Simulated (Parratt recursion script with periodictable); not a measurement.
## How fast does roughness lower the EUV peak of a Si/Y multilayer on Si?

```
layer, from the top  thickness (Å)  density (g/cm³)  rms roughness of its top face (Å)  δ at 13.5 nm  β at 13.5 nm
-------------------  -------------  ---------------  ---------------------------------  ------------  ------------
Si (in each period)           41.5            2.313                             varied  9.927 × 10⁻⁴      0.001813
Y (in each period)            27.7            4.371                             varied       0.02576      0.002238
Si (substrate)                   –            2.313                                  5  9.927 × 10⁻⁴      0.001813
```

The refractive index is n = 1 − δ + iβ; the runs take δ and β at each wavelength of the scan. Vacuum lies above.

Densities are inputs, not measurements. They were set from computed cells of the Materials Project: Si from entry mp-149 (Fd-3m, 2.313 g/cm³); Y from entry mp-112 (P6₃/mmc, 4.371 g/cm³). A layer's crystal structure does not enter its constants, only its composition and density.

Simulated, not measured: EUV and soft X-ray reflectivity, Parratt recursion, Névot-Croce roughness, Henke tables (Parratt recursion script with periodictable 1.7.1).

Light falls at α = 5° from the surface normal. It is s-polarised. The wavelength is scanned from 12.42 to 14.58 nm in 161 evenly spaced points, without smoothing. The peak is the highest scan point; its wavelength and height come from a parabola through R at that point and its two neighbours.

The pair is repeated 60 times. The runs differ only in σ, the roughness on top of both layers of each period; the substrate's stays as listed.

| σ (Å) | peak λ (nm) | peak R (%) |
|---|---|---|
| 0 | 13.630 | 49.6 |
| 3 | 13.630 | 47.8 |
| 5 | 13.629 | 44.7 |
| 6 | 13.629 | ? |

### Question
Estimate the peak reflectivity at σ = 6 Å from a line of ln R against σ², and compare with the factor exp[−(2πσ/D)²] for one weak reflection.

### Answer
With R₀ = 49.6 % of the first row, ln(R/R₀) is 0.0000 at σ² = 0, −0.0370 at σ² = 9, −0.1040 at σ² = 25 Å². A least-squares line has slope −0.00416 Å⁻² and intercept 0.0002, which gives 42.7 % at σ² = 36 Å². For D = 69.2 Å, (2π/D)² = 0.00824 Å⁻², and that slope from the first row gives 36.9 %.

The run gave 42.6 %, so the line misses by 0.1 points. The fitted slope is 0.50 of (2π/D)² in size.
